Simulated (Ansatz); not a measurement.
Ag3SI:
```cif
data_Ag9I3S3
_chemical_formula_sum 'Ag9 S3 I3'
_space_group_name_H-M_alt 'R3 :H'
_space_group_IT_number 146
_space_group_name_Hall 'R 3'
_cell_length_a 6.80651
_cell_length_b 6.80651
_cell_length_c 8.28155
_cell_angle_alpha 90.000
_cell_angle_beta 90.000
_cell_angle_gamma 120.000
loop_
_atom_site_label
_atom_site_type_symbol
_atom_site_symmetry_multiplicity
_atom_site_Wyckoff_symbol
_atom_site_fract_x
_atom_site_fract_y
_atom_site_fract_z
_atom_site_occupancy
Ag1 Ag 9 b 0.39444 0.12449 0.14409 1
S1 S 3 a 0.00000 0.00000 0.04558 1
I1 I 3 a 0.00000 0.00000 0.49106 1
```
(The calculation used a cell of 5 atoms; values per cell refer to that cell.)

Relaxed with PBEsol.

Q: Tabulate the valence density and the electron localisation function along the shortest Ag–I contact (2.93 Å), the program Ansatz at the PBEsol level (PAW).

A: 

| distance from Ag (Å) | density (e/Å³) | ELF |
|---|---|---|
| 0.29 | 15.54 | 0.75 |
| 0.44 | 10.63 | 0.66 |
| 0.59 | 6.17 | 0.57 |
| 0.73 | 2.97 | 0.48 |
| 0.88 | 1.23 | 0.35 |
| 1.03 | 0.56 | 0.22 |
| 1.17 | 0.33 | 0.15 |
| 1.32 | 0.26 | 0.16 |
| 1.47 | 0.27 | 0.30 |
| 1.61 | 0.33 | 0.53 |
| 1.76 | 0.46 | 0.65 |
| 1.91 | 0.66 | 0.65 |
| 2.05 | 0.94 | 0.63 |
| 2.20 | 1.60 | 0.57 |
| 2.35 | 4.23 | 0.44 |
| 2.49 | 9.21 | 0.27 |
| 2.64 | 14.37 | 0.18 |

The density is the valence pseudo-density with augmentation charge, so density and ELF within about 1 Å of a nucleus are not all-electron values.

The workflow started from an entry of the Crystallography Open Database (COD), which files this formula under 2 space groups. Whether it is the stable phase at ambient conditions was not checked. The PBEsol relaxation kept the symmetry of its start; whether a distortion lowers the energy is not shown. The run is not spin-polarised. Scalar-relativistic: spin–orbit coupling is off unless named, which matters more the heavier the elements.

Potentials: the later of the program's two PAW sets.
